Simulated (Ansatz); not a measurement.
**V2O5: Electric field gradients**

The cell is an entry of the Crystallography Open Database (COD) whose atoms were relaxed with PBE, the cell held.

Space group Pmmn:1 (No. 59); a = 3.5450, b = 11.4980, c = 4.3450 Å.

| site | Wyckoff | site symmetry | x | y | z |
| --- | --- | --- | --- | --- | --- |
| V | 4e | m.. | 0.0000 | 0.1485 | 0.8845 |
| O5 | 4e | m.. | 0.0000 | 0.3191 | 0.0053 |
| O9 | 2a | mm2 | 0.0000 | 0.0000 | 0.9958 |
| O11 | 4e | m.. | 0.0000 | 0.1450 | 0.5198 |

One atom of each set is listed.

Computed with Ansatz: DFT, PBE, plane waves and PAW, scalar-relativistic, 420 eV cutoff, Γ-centred 6×2×5 k-points, Fermi–Dirac smearing 0.02 eV.

Conventions: |V_zz| ≥ |V_yy| ≥ |V_xx|, η = (V_xx − V_yy)/V_zz, C_Q = eQV_zz/h.

⁵¹V: I = 7/2, Q = -52.00 mb; ¹⁷O: I = 5/2, Q = -25.58 mb. Nuclear quadrupole moments: year-2017 set (Pyykkö).

| site | atoms | first shell | V_zz (10²¹ V/m²) | η | C_Q (MHz) |
| --- | --- | --- | --- | --- | --- |
| V | 4 | 5 O at 1.58–2.03 Å | 0.70 | 0.92 | -0.885 |
| O5 | 4 | 3 V at 1.87–2.03 Å | -4.97 | 0.71 | 3.07 |
| O9 | 2 | 2 V at 1.77 Å, angle 148° | -5.93 | 0.01 | 3.67 |
| O11 | 4 | 1 V at 1.58 Å | -1.20 | 0.62 | 0.741 |

At O9 V_zz points along the bisector of its two bonds (within 1°).

The database entry as given showed forces above 3 eV/Å or a pressure above 30 GPa, though relaxing it moves no atom far.
